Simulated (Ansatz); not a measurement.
# Elastic constants of Cu at 11 GPa (stress–strain coefficients): input and output

These are results of DFT LDA, scalar-relativistic, plane waves, PAW in Ansatz 0.2.0, not measurements.

Launched with:
```bash
ansatz run input.yaml --threads 1 --pin off --max-ram 3072MiB --backend cpu --events-out ev --progress --plain --runs-dir out
```

Input (bare energies are in eV):
```yaml
crystal:
  lattice:
    - [0.0, 1.7295297641, 1.7295297641]
    - [1.7295297641, 0.0, 1.7295297641]
    - [1.7295297641, 1.7295297641, 0.0]
  atoms:
    - { symbol: Cu, position: [0.0, 0.0, 0.0] }
basis:
  ecutwfc: 420
kpoints:
  mp_grid: { grid: [20, 20, 20] }
hamiltonian:
  xc: lda
scf:
  occupations: { method: fermi_dirac, width: 0.15 }
output:
  forces: true
  stress: true
  eigenvalues: true
elastic:
  mode: relaxed_ion
  amplitude: 0.005
```

From the output:
```
--- Elastic constants: 2 strain directions × 4 members + reference (group order 48) ---
  dense FFT box of the reference and of every strained cell: 18×18×18
  strains applied: 11, 23; error gains: componentwise 1.00 (the most a stress slope's error grows in a printed constant), spectral 1.73 (1 for all six strains in a standard setting)
  C = ∂σ_k/∂η_j (tension-positive GPa; Voigt order 11 22 33 23 13 12):
       292.446    215.915    215.915     -0.000      0.000      0.000
       215.915    292.446    215.915     -0.000     -0.000     -0.000
       215.915    215.915    292.446      0.000      0.000      0.000
         0.000      0.000      0.000    124.990     -0.000      0.000
         0.000     -0.000      0.000      0.000    124.990      0.000
        -0.000      0.000      0.000     -0.000     -0.000    124.990
  reference stress σ⁰ (GPa):    -11.000    -11.000    -11.000      0.000      0.000     -0.000
  C* (energy form; C + prestress term) asymmetry max|C*_kj − C*_jk| = 5.684e-14 GPa — a small one proves nothing (zero by symmetry where the batch's group is 432, −43m or m−3m); a large one is finite-difference/SCF noise where every solve ...
  moduli (Voigt/Reuss/Hill, GPa): K = 241.43/241.43/241.43   G = 90.30/65.56/77.93   E = 211.08   ν = 0.354
  mechanically stable: yes (min eigenvalue of sym C = 76.53 GPa)
  strain η (Voigt 11):  stress-route row diagonal C_11 = 292.45 GPa, energy-path curvature d²(F+E_count+ΔE)/dδ²/Ω₀ = 292.53 GPa
    cells at ±δ against ±2δ: C11 292.50 and 292.68 GPa, apart by 0.06 % of the column's largest entry
         δ    σ_11 (GPa) F (eV) n_scf n_hpsi n_pw
    -1.000e-2     -13.9968       -6555.7064421       8  176744    210   relax 0 steps, max|allowed force component| 0.00e0 eV/Å
    -5.000e-3     -12.4814       -6555.7107146       4  144322    210   relax 0 steps, max|allowed force component| 0.00e0 eV/Å
     5.000e-3      -9.5563       -6555.7178241       4  140425    210   relax 0 steps, max|allowed force component| 0.00e0 eV/Å
     1.000e-2      -8.1431       -6555.7206803       7  152486    212   relax 0 steps, max|allowed force component| 0.00e0 eV/Å
  strain η (Voigt 23):  stress-route row diagonal C_44 = 124.99 GPa, energy-path curvature d²(F+E_count+ΔE)/dδ²/Ω₀ = 130.56 GPa
    cells at ±δ against ±2δ: C44 124.99 and 125.01 GPa, apart by 0.01 % of the column's largest entry
         δ    σ_23 (GPa) F (eV) n_scf n_hpsi n_pw
    -1.000e-2      -1.2501       -6555.7140842       7  298411    210   relax 0 steps, max|allowed force component| 0.00e0 eV/Å
    -5.000e-3      -0.6250       -6555.7144001       4  260783    210   relax 0 steps, max|allowed force component| 0.00e0 eV/Å
     5.000e-3       0.6250       -6555.7144001       4  252876    210   relax 0 steps, max|allowed force component| 0.00e0 eV/Å
     1.000e-2       1.2501       -6555.7140842       6  316256    210   relax 0 steps, max|allowed force component| 0.00e0 eV/Å
```

It took 2.4 min on 1 thread of AMD EPYC (Zen 3) (shared host), peak memory 0.49 GiB.

In a metal, frequencies and elastic constants depend on the k mesh and the smearing, soft modes and shear constants most.